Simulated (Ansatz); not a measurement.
**Random displacements in AlGa3N4**

These are results of DFT PBEsol, scalar-relativistic, plane waves, PAW (Ansatz 0.2.0), not measurements. The runs took a 420 eV cutoff, a Γ-centred 6×6×6 mesh and Gaussian smearing (0.05 eV). No spin polarisation. Energies are free energies at this smearing, counted from the undisturbed cell; pressure is positive in compression.

Reference structure (as given, not relaxed at this level, and it needn't be the usual structure):

```xyz
8
Lattice="4.4717 0.0000 0.0000 0.0000 4.4717 0.0000 0.0000 0.0000 4.4717" Properties=species:S:1:pos:R:3 pbc="T T T"
Al    0.0000    0.0000    0.0000
Ga    2.2358    2.2358    0.0000
Ga    2.2358    0.0000    2.2358
Ga    0.0000    2.2358    2.2358
N     3.3793    3.3793    1.0924
N     3.3793    1.0924    3.3793
N     1.0924    3.3793    3.3793
N     1.0924    1.0924    1.0924
```

The atoms are displaced (Å, in the unstrained cell):

| atom | ux | uy | uz |
| --- | --- | --- | --- |
| Al1 | 0.008 | -0.015 | 0.017 |
| Ga2 | 0.003 | 0.033 | 0.030 |
| Ga3 | 0.112 | -0.080 | 0.026 |
| Ga4 | -0.061 | 0.058 | 0.035 |
| N5 | 0.031 | 0.103 | -0.036 |
| N6 | 0.015 | -0.094 | -0.097 |
| N7 | -0.142 | -0.014 | 0.069 |
| N8 | 0.035 | 0.009 | -0.045 |

Strain (Voigt, engineering shear): (0.0050, -0.0175, 0.0109, -0.0142, -0.0003, -0.0254).

Q: What are the energy change, the stress and the forces?

A: ΔE = 140.4 meV/atom; stress (xx, yy, zz, yz, xz, xy; compression positive) (2.93, 6.09, 3.77, 6.16, -0.95, 7.47) GPa; gap on the mesh 1.94 eV.
```csv
atom,Fx (eV/Å),Fy,Fz
Al1,0.35,2.25,-0.51
Ga2,-0.29,-0.67,-0.85
Ga3,-3.58,0.44,-0.73
Ga4,0.84,-1.36,-1.35
N5,-0.81,-2.46,0.79
N6,0.46,2.13,2.34
N7,3.06,-0.50,-1.18
N8,-0.04,0.16,1.50
```

Cost: 1 run of about 0.89 core-minutes, on Arm Neoverse V1 (shared hosts).